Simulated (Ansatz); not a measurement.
Zr:
Space group Ibam (No. 72); a = 5.448 Å, b = 8.292 Å, c = 6.205 Å, α = 90.00°, β = 90.00°, γ = 90.00°

| atom | site | symmetry | x | y | z |
|---|---|---|---|---|---|
| Zr | 4a | 222 | 0.0000 | 0.0000 | 0.2500 |
| Zr | 8j | ..m | 0.0813 | 0.3226 | 0.0000 |
(The calculation used a cell of 6 atoms; values per cell refer to that cell.)

Relaxed at zero pressure with plane-wave PAW r²SCAN+D4 (Ansatz code).

Q: The volume is raised by 6 % and shape and atoms relax at that volume. What pressure results, and how do the axes share the change?

A: -4.7 GPa; a 3.0 %, b 1.4 %, c 1.5 %; the energy rises by 22 meV/atom.

Q: Give the new structure.

A: 
Space group Ibam (No. 72); a = 5.6105 Å, b = 8.4085 Å, c = 6.2983 Å, α = 90.00°, β = 90.00°, γ = 90.00°

```
atom  site  symmetry       x       y       z
----  ----  --------  ------  ------  ------
Zr      4a       222  0.0000  0.0000  0.2500
Zr      8j       ..m  0.0865  0.3216  0.0000
```

The phase is kept; no other phase was compared at this pressure.

The first step of the workflow began from a Materials Project structure, measured or hypothetical; the Crystallography Open Database copy checked does not list it. It is not the phase usual at ambient conditions (space group No. 194). The r²SCAN+D4 relaxation kept the symmetry of its start; whether a distortion lowers the energy is not shown. The run is not spin-polarised. The pairwise dispersion correction was not fitted to metals. Axis ratios of metals converge slowly with the k-mesh, so a and c are less sure than the volume.

Potentials: the later of the program's two PAW sets.
